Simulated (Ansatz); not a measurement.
# Zr3ZnN2, before and after

A trial structure of Zr3ZnN2 was built thus: random cell by space group and Wyckoff sites (P-62m, No. 189). The dimensions are guesses.

start.cif

```cif
data_structure
_symmetry_space_group_name_H-M 'P 1'
_symmetry_Int_Tables_number 1
_cell_length_a 5.4655
_cell_length_b 5.4655
_cell_length_c 3.7546
_cell_angle_alpha 90.000
_cell_angle_beta 90.000
_cell_angle_gamma 120.000
_cell_volume 97.13
loop_
_atom_site_label
_atom_site_type_symbol
_atom_site_fract_x
_atom_site_fract_y
_atom_site_fract_z
_atom_site_occupancy
Zr1 Zr 0.61893 0.00000 0.00000 1
Zr2 Zr 0.00000 0.61893 0.00000 1
Zr3 Zr 0.38107 0.38107 0.00000 1
Zn1 Zn 0.00000 0.00000 0.00000 1
N1 N 0.33333 0.66667 0.50000 1
N2 N 0.66667 0.33333 0.50000 1
```

Level of theory: Ansatz, DFT PBE, scalar-relativistic, plane waves, PAW. Cutoff 420 eV, Gaussian smearing, Γ-centred meshes. Cell and atoms relax first on a coarse mesh and then on a finer one. In between, the cell is made exact in the group found at 0.06 Å. In metals the finer mesh still leaves noise of several meV/atom or more. The steps can't lower the symmetry of their start. No spin polarisation in the relaxation; trial moments died out in a coarse test.

end.cif

```cif
data_structure
_symmetry_space_group_name_H-M 'P 1'
_symmetry_Int_Tables_number 1
_cell_length_a 5.9703
_cell_length_b 5.9703
_cell_length_c 3.0938
_cell_angle_alpha 90.000
_cell_angle_beta 90.000
_cell_angle_gamma 120.000
_cell_volume 95.50
loop_
_atom_site_label
_atom_site_type_symbol
_atom_site_fract_x
_atom_site_fract_y
_atom_site_fract_z
_atom_site_occupancy
Zr1 Zr 0.50000 0.00000 0.00000 1
Zr2 Zr 0.00000 0.50000 0.00000 1
Zr3 Zr 0.50000 0.50000 0.00000 1
Zn1 Zn 0.00000 0.00000 0.00000 1
N1 N 0.33333 0.66667 0.50000 1
N2 N 0.66667 0.33333 0.50000 1
```

The symmetry goes from P-62m (No. 189) to P6/mmm (No. 191). The volume per atom shrinks by 1.7 %, from 16.2 to 15.9 Å³. The shortest distance goes from 2.08 Å (Zr–Zn) to 2.32 Å (Zr–N). The energy falls by about 1.7 eV/atom (the start's value is from the coarse mesh).

```yaml
Volume_per_atom: 15.92 Å³
Density: 6.38 g/cm³
Formation_energy: −0.84 eV/atom
Gap_on_the_6×6×12_mesh_of_the_6-atom_cell: 0 eV (a metal)
```

The zero of energy is the elements' standard structures at the same level (N₂ as a molecule); no fitted shifts are applied. Whether it is stable depends on the other phases of the system, which aren't compared here.

The last run used Gaussian smearing of 0.10 eV. Symmetry constrained the relaxation, so the result can be a saddle point. In all, the 4 runs took 79 s on 1 thread of Intel(R) Xeon(R) 6975P-C (Granite Rapids), on a shared host.
